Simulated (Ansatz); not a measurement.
**MgS: strain and displacement**

```
Mg S
1.0
     0.00000    2.60165    2.60165
     2.60165    0.00000    2.60165
     2.60165    2.60165    0.00000
Mg S
1 1
Direct
  0.00000 0.00000 0.00000
  0.50000 0.50000 0.50000
```

Atom numbers follow the list: Mg1, S2.

The geometry is COD entry 9008672, unchecked; take it as a test cell.

Computed with DFT, LDA, all-electron LAPW, scalar-relativistic (Ansatz 0.2.0).

Sampling and basis: a Γ-centred 8×8×8 k mesh, Fermi–Dirac smearing of 0.01 eV, basis error target 0.25 meV/atom, no spin polarisation.

The unchanged cell is at -3.25 GPa.

Semilocal functionals give too small gaps.

x, y and z are the Cartesian axes of the cell as listed; fractional coordinates follow a strain, and an engineering shear is twice the off-diagonal strain component.

Question: With this change (equal xy, yz and zx engineering shear strains of -2 %), what becomes of the energy and stress and gap?

Answer: Energy change +3 meV/atom; stress change (xx, yy, zz, yz, xz, xy) 0.02, 0.02, 0.02, 1.06, 1.06, 1.06 GPa, compression positive; gap on the k mesh 2.56 → 2.37 eV.

Question: With this change (equal xy, yz and zx engineering shear strains of +1 %), what becomes of the energy and stress and gap?

Answer: Energy change under 1 meV/atom; stress change (xx, yy, zz, yz, xz, xy) 0.01, 0.01, 0.01, -0.55, -0.55, -0.55 GPa, compression positive; gap on the k mesh 2.56 → 2.51 eV.

With equal xy, yz and zx engineering shear strains of +3 %: energy change +8 meV/atom; stress change (xx, yy, zz, yz, xz, xy) 0.05, 0.05, 0.05, -1.71, -1.71, -1.71 GPa, compression positive; gap on the k mesh 2.56 → 2.39 eV.

With equal xy, yz and zx engineering shear strains of -3 %: energy change +8 meV/atom; stress change (xx, yy, zz, yz, xz, xy) 0.05, 0.05, 0.05, 1.56, 1.56, 1.56 GPa, compression positive; gap on the k mesh 2.56 → 2.27 eV.

Question: With this change (equal xy, yz and zx engineering shear strains of -1 %), what becomes of the energy and stress and gap?

Answer: Energy change under 1 meV/atom; stress change (xx, yy, zz, yz, xz, xy) 0.01, 0.01, 0.01, 0.54, 0.54, 0.54 GPa, compression positive; gap on the k mesh 2.56 → 2.47 eV.

With equal xy, yz and zx engineering shear strains of +2 %: energy change +4 meV/atom; stress change (xx, yy, zz, yz, xz, xy) 0.02, 0.02, 0.02, -1.12, -1.12, -1.12 GPa, compression positive; gap on the k mesh 2.56 → 2.45 eV.
